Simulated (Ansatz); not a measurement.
BW:
```
BW
1.0
    0.00000     2.21803     2.21803
    2.21803     0.00000     2.21803
    2.21803     2.21803     0.00000
B W
1 1
Cartesian
  0.00000   0.00000   0.00000
  2.21803   2.21803   2.21803
```

Relaxed with PBEsol. Special points in fractions of this cell's reciprocal vectors: Γ (0.000, 0.000, 0.000); X (0.500, 0.000, 0.500); U (0.625, 0.250, 0.625); K (0.375, 0.375, 0.750); L (0.500, 0.500, 0.500); W (0.500, 0.250, 0.750).

List the band energies nearest the Fermi level at these points for the program Ansatz at the PBEsol level (PAW).

In eV from the Fermi level; about four levels below and three above (degenerate sets whole), none deeper than 8.9 eV; … stands for higher levels left out; points with the same levels are listed once.

| k | below | above |
|---|---|---|
| Γ | -2.11 -2.11 -2.11 -0.41 -0.41 | … |
| X | -5.04 -3.91 | 0.13 0.13 1.34 |
| U | -5.61 -4.42 -3.00 -0.12 | 1.96 3.72 … |
| L | -8.45 -6.63 -4.90 -4.90 | 1.69 1.69 3.45 |
| W | -8.54 -4.75 -4.75 -4.52 | 2.17 2.17 2.78 |

Space group Fm-3m (rock salt). The start of the workflow was typed in or built on a structure type; neither database checked (COD, Materials Project) lists it. COD files the formula under space group No. 141. Whether it is the stable phase at ambient conditions was not checked. Symmetry was held in the PBEsol relaxation; its stability against distortions is not shown here. The run is not spin-polarised. The volume moved by -19 % from the start of the relaxation. Scalar-relativistic: spin–orbit coupling is off unless named, which matters more the heavier the elements.

Potentials: the earlier of the program's two PAW sets. The files were generated under PBE; for other functionals the program regenerates the frozen cores, and for LDA and PBEsol the local potential too.
